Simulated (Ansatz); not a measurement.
Li4Ge2B:
Space group R3m, hexagonal axes (No. 160); a = b = 4.0086 Å, c = 20.1106 Å, α = β = 90.00°, γ = 120.00°

```json
[
 {"atom": "Ge", "site": "3a", "symmetry": "3m", "x": "0.0000", "y": "0.0000", "z": "0.5741"},
 {"atom": "Ge", "site": "3a", "symmetry": "3m", "x": "0.0000", "y": "0.0000", "z": "0.7464"},
 {"atom": "B", "site": "3a", "symmetry": "3m", "x": "0.0000", "y": "0.0000", "z": "0.8585"},
 {"atom": "Li", "site": "3a", "symmetry": "3m", "x": "0.0000", "y": "0.0000", "z": "0.1638"},
 {"atom": "Li", "site": "3a", "symmetry": "3m", "x": "0.0000", "y": "0.0000", "z": "0.3112"},
 {"atom": "Li", "site": "3a", "symmetry": "3m", "x": "0.0000", "y": "0.0000", "z": "0.0251"},
 {"atom": "Li", "site": "3a", "symmetry": "3m", "x": "0.0000", "y": "0.0000", "z": "0.4488"}
]
```
(The calculation used a cell of 7 atoms; values per cell refer to that cell.)

Relaxed with r²SCAN.

Q: Which orbitals make up the states near the Fermi level in r²SCAN in the plane-wave PAW code Ansatz?

A: Within 0.5 eV of the Fermi level: Ge 4p 74 %, B 2p 10 %, Ge 4s 5 %, outside the projected shells 5 %. Projections are on Löwdin-orthogonalised atomic valence shells; empty p or d shells of many metals are not among them.

Q: Tabulate the density of states.

A: States/eV per cell of 7 atoms, in 0.25 eV bins, energy from the Fermi level.

```tsv
E (eV)	total	Ge 4p	B 2p	Li 2s
-7.85	0.00	0.00	0.00	0.00
-7.60	0.00	0.00	0.00	0.00
-7.35	0.00	0.00	0.00	0.00
-7.10	0.00	0.00	0.00	0.00
-6.85	0.00	0.00	0.00	0.00
-6.60	0.85	0.31	0.07	0.03
-6.35	2.28	0.83	0.22	0.09
-6.10	1.09	0.40	0.11	0.06
-5.85	1.23	0.50	0.10	0.11
-5.60	0.80	0.31	0.08	0.07
-5.35	0.54	0.21	0.06	0.04
-5.10	0.40	0.15	0.05	0.03
-4.85	0.31	0.11	0.04	0.02
-4.60	0.28	0.11	0.05	0.02
-4.35	1.17	0.57	0.34	0.12
-4.10	2.02	1.09	0.57	0.18
-3.85	1.84	1.05	0.46	0.17
-3.60	2.63	1.57	0.64	0.21
-3.35	2.55	1.51	0.62	0.19
-3.10	2.57	1.48	0.69	0.16
-2.85	3.30	1.95	0.86	0.20
-2.60	2.50	1.45	0.67	0.13
-2.35	1.85	1.11	0.45	0.11
-2.10	1.71	1.04	0.39	0.10
-1.85	1.99	1.27	0.40	0.10
-1.60	1.68	1.08	0.34	0.08
-1.35	1.84	1.20	0.34	0.08
-1.10	1.76	1.20	0.24	0.08
-0.85	1.92	1.33	0.22	0.10
-0.60	2.00	1.39	0.22	0.12
-0.35	1.62	1.18	0.16	0.07
-0.10	1.44	1.07	0.14	0.05
0.15	1.18	0.88	0.11	0.04
0.40	0.98	0.72	0.10	0.03
0.65	0.88	0.62	0.09	0.03
0.90	1.18	0.56	0.17	0.16
1.15	1.53	0.46	0.29	0.26
1.40	2.06	0.56	0.43	0.36
1.65	2.54	0.65	0.55	0.48
1.90	2.03	0.46	0.38	0.49
2.15	2.30	0.58	0.50	0.45
2.40	2.48	0.72	0.57	0.40
2.65	2.21	0.68	0.53	0.27
2.90	1.68	0.50	0.46	0.18
3.15	1.58	0.46	0.42	0.20
3.40	2.76	0.72	0.72	0.43
3.65	2.43	0.65	0.60	0.39
3.90	1.81	0.47	0.36	0.36
4.15	2.07	0.45	0.35	0.48
4.40	1.92	0.42	0.31	0.39
4.65	2.62	0.38	0.25	0.60
```

The workflow started from an entry of the Crystallography Open Database (COD, 293 K). Whether it is the stable phase at ambient conditions was not checked. The cell was relaxed with r²SCAN under the symmetry of its start; whether a distortion lowers the energy is not shown. Scalar-relativistic: spin–orbit coupling is off unless named, which matters more the heavier the elements.

Potentials: the later of the program's two PAW sets.
